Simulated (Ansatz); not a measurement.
ZnAg, DFT, LDA, PAW with Ansatz's default frozen-core files, scalar-relativistic (Ansatz 0.2.0), run on 1 thread of Intel(R) Xeon(R) 6975P-C (Granite Rapids) on a shared host.

The geometry is COD entry 9008800, unchecked; take it as a test cell. The listed cell was then made from it by scaling, straining or moving an atom.

Command: `ansatz run input.yaml --threads 1 --pin off --max-ram 3072MiB --backend cpu --events-out ev --progress --plain --runs-dir out`

```yaml
crystal:
  lattice:
    - [3.1664851269, 0.0, 0.0]
    - [0.0, 3.1664851269, 0.0]
    - [0.0, 0.0, 3.1664851269]
  atoms:
    - { symbol: Zn, position: [0.5, 0.5, 0.5] }
    - { symbol: Ag, position: [0.0, 0.0, 0.0] }
kpoints:
  mp_grid: { grid: [12, 12, 12] }
scf:
  occupations: { method: fermi_dirac, width: 0.03 }
hamiltonian:
  xc: lda
  pseudopotentials: { kind: paw }
output:
  forces: true
  stress: true
  eigenvalues: true
  efg: { contact_densities: true }
  write_density: true
  write_potential: true
  elf: true
  volumetric_format: npy
```

(1) How large is the problem that the program sets up?

(2) Estimate the wall time and the peak memory.

(3) And the same cell and mesh by all-electron PAW (datasets made for this crystal), asked for forces, stress, eigenvalues, efg, on the same hardware?

## Answers

(1) 84 irreducible k-points, 619 plane waves at Γ, 20 bands.

(2) 3.3 s of wall time for 7 SCF iterations, with a peak of 0.41 GiB. Times on shared machines scatter by tens of per cent.

(3) 8.4 s, peak memory 0.57 GiB.
